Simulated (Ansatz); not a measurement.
Sr:
```
CELL_PARAMETERS angstrom
     -2.28574     2.28574     2.28574
      2.28574    -2.28574     2.28574
      2.28574     2.28574    -2.28574
ATOMIC_POSITIONS crystal
  Sr 0.00000 0.00000 0.00000
```

This is the LDA-relaxed structure.

**Question.** All from LDA (plane waves, PAW; program Ansatz), unless another level is named. Predict the Hill bulk and shear moduli.

**Answer.** 13.7 and 7.5 GPa.

**Question.** Give the elastic constants (relaxed ions, GPa).

**Answer.** C11 = 16.6, C12 = 12.3, C44 = 16.0.

Space group Im-3m (bcc (W type)). This is a known high-temperature phase of the composition, computed here at zero pressure and temperature. The LDA relaxation kept the symmetry of its start; whether a distortion lowers the energy is not shown. The volume lies over 15 % below that of the usual cell of this phase: another minimum, or an error of the functional. As this level gives no gap, shear constants depend on the k-mesh and smearing (Fermi–Dirac, 0.1 eV here).

Potentials: the later of the program's two PAW sets.
